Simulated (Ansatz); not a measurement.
The relaxed structure here is a generated cell of HfO2: the first start was made by placing the elements on the sites of a structure type, and the end was not matched to a known phase here, so it may be hypothetical. Known forms of HfO2 include space group No. 14, 29, 137, 225.

A structure of HfO2 relaxed with PBEsol (plane waves to 420 eV, PAW, scalar-relativistic; Ansatz, a program for electronic structure); single points at other levels follow on the same geometry (Ansatz, PAW; HSE06 at 420 eV on a 6×6×6 k-mesh; no spin-orbit coupling). Space group Pn-3m (No. 224).

```yaml
crystal:
  lattice:
    - [4.49877, 0.00000, 0.00000]
    - [0.00000, 4.49877, 0.00000]
    - [0.00000, 0.00000, 4.49877]
  atoms:
    - { symbol: O, position: [0.75000, 0.75000, 0.75000] }
    - { symbol: O, position: [0.75000, 0.25000, 0.25000] }
    - { symbol: O, position: [0.25000, 0.75000, 0.25000] }
    - { symbol: O, position: [0.25000, 0.25000, 0.75000] }
    - { symbol: Hf, position: [0.00000, 0.00000, 0.00000] }
    - { symbol: Hf, position: [0.50000, 0.50000, 0.50000] }
```

```csv
level,gap (eV),kind,conduction minimum
PBEsol,4.15,direct,Γ
HSE06,___,–,___
```

Problem. Complete the blanks.

Solution. 
- HSE06, gap (eV): 5.82
- HSE06, conduction minimum: Γ

No spin polarisation in the result.

The run could not lose the symmetry of its start; a randomly shaken copy of 12 atoms returns to this structure.

All atoms sit on sites fixed by symmetry, so only the cell could relax.
